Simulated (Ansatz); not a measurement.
# Calculated with Ansatz: NaCu2S2, relaxation

The command:

```bash
ansatz run input.yaml --threads 2 --pin off --max-ram 4096MiB --backend cpu --events-out ev --progress --plain --runs-dir out
```

Input:

```yaml
crystal:
  lattice:
    - [-2.60428565, 2.61718262, 0.0]
    - [2.60428565, 0.0, 6.28409555]
    - [2.60428565, 2.61718262, 0.0]
  atoms:
    - { symbol: Na, position: [0.5, 0.0, 0.5] }
    - { symbol: Cu, position: [0.25, 0.5, 0.25] }
    - { symbol: Cu, position: [0.75, 0.5, 0.75] }
    - { symbol: S, position: [0.1428, 0.2856, 0.8572] }
    - { symbol: S, position: [0.8572, 0.7144, 0.1428] }
  symmetry: { detect: false, time_reversal: true }
kpoints:
  mp_grid: { grid: [5, 5, 5], shift: [0, 0, 0] }
magnetization:
  spin_polarized: true
scf:
  occupations: { method: fermi_dirac, width: 0.0216 }
  lower_state_search: "off"
hamiltonian:
  pseudopotentials: { kind: paw }
  xc: r2scan
basis:
  ecutwfc: 500
  fft_grid_basis: typed
relax:
  max_steps: 80
  cell: { p_target: 20.0 }
  f_tol: 0.03
output:
  forces: true
  stress: true
  eigenvalues: true
  bader: true
  populations: true
  elf: true
  write_potential: true
  volumetric_format: npy
  dos:
    e_range: [-12, 8]
    de: 0.05
    projected: { site_lists: { Cu: [Cu], Na: [Na], S: [S] } }
  write_density: true
checkpoint:
  read: saved_state
```

Origin of the cell: a known structure type with other elements, at an estimated volume, so it need not be a known compound.

The saved state is a converged single point of the same cell.

The program first moved the atoms by about 0.01 Å at random, to leave a saddle point that the symmetry would hold.

Steps («new basis» is an SCF on plane waves selected anew at the same cell):

```tsv
step	ΔH (meV/atom)	max force component (eV/Å)	P (GPa)	volume (Å³)	SCF iterations	step was
1	0.0	0.814	3.31	85.66	10	accepted
2	-191.4	0.532	10.19	76.30	10	accepted
3	-253.2	0.107	21.83	67.94	10	accepted
4	-247.9	0.660	17.17	69.16	8	rejected
5	-254.1	0.010	19.89	68.74	14	accepted
6	-254.1	0.004	19.98	68.69	5	accepted
7	-254.1	0.002	20.02	68.65	8	accepted
8	-253.5	0.002	19.98	68.65	9	new basis
```

The starting structure.

Space group Fmmm (No. 69); the run's cell has a = 3.692 Å, b = 6.802 Å, c = 3.692 Å, α = 74.33°, β = 89.72°, γ = 105.67°. Shortest distances: Cu–S 2.29 Å, Cu–Cu 2.60 Å, Na–S 3.16 Å, S–S 3.59 Å.

The relaxed structure.

Space group I4/mmm (No. 139); the run's cell has a = 3.481 Å, b = 6.178 Å, c = 3.480 Å, α = 73.65°, β = 90.01°, γ = 106.33°. Shortest distances: Cu–S 2.25 Å, Cu–Cu 2.46 Å, S–S 2.81 Å, Na–S 2.83 Å, Cu–Na 3.32 Å, Na–Na 3.48 Å.

```
CELL_PARAMETERS angstrom
-2.46138 2.46098 0.00089
2.45951 0.00028 5.66759
2.46068 2.46030 -0.00037
ATOMIC_POSITIONS crystal
Na 0.50088 0.00066 0.50068
Cu 0.25081 0.50073 0.25051
Cu 0.75070 0.50056 0.75059
S 0.12481 0.24834 0.87661
S 0.87671 0.75293 0.12449
```

```yaml
Enthalpy_lowered_by: 253.5 meV/atom
Volume_change: -19.86 %
Final_pressure: 19.98 GPa
Relaxation_steps_listed: 8
```

Caveats: no moments, though an odd count or open d shells may carry them; the displaced walk ended near the symmetry of the start; the k mesh is coarse if the cell is a metal; the program displaced the start to leave a saddle point.

The run took 6.9 min on 2 threads of Intel(R) Xeon(R) Platinum 8375C CPU @ 2.90GHz (Ice Lake), with other jobs on the host, peak memory 0.8 GiB, from a saved density.
